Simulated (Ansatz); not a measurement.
NaI (rock salt)

```
NaI
1.0
    0.00000     3.26452     3.26452
    3.26452     0.00000     3.26452
    3.26452     3.26452     0.00000
I Na
1 1
Direct
  0.00000   0.00000   0.00000
  0.50000   0.50000   0.50000
```

The numbers are results of PBE (plane waves to 420 eV, PAW, scalar-relativistic; Ansatz, a first-principles code), not measurements. DFPT wavenumbers on a 8×8×8 k mesh, in cm⁻¹; i marks imaginary ones, q is in fractions of the reciprocal vectors of the cell shown, and the three acoustic modes at Γ are left out. The non-analytic (LO-TO) term is not included, so polar modes at Γ have their transverse values. NaI was relaxed with its symmetry unable to fall. Spin-orbit coupling is left out, though I is heavy.

Task: Is the structure dynamically stable at Γ, L = (0.5, 0.0, 0.0), X = (0.5, 0.5, 0.0)?

Result: No imaginary mode at these points (lowest 39 cm⁻¹ at X = (0.5, 0.5, 0.0)); other wave vectors were not tested.

Task: List the wavenumbers at Γ, L = (0.5, 0.0, 0.0), X = (0.5, 0.5, 0.0), with degeneracies.

Result: 
```csv
q,wavenumbers (cm⁻¹)
Γ,103 (×3)
"L = (0.5, 0.0, 0.0)","46 (×2), 74, 102 (×2), 164"
"X = (0.5, 0.5, 0.0)","39 (×2), 60, 107 (×2), 113"
```
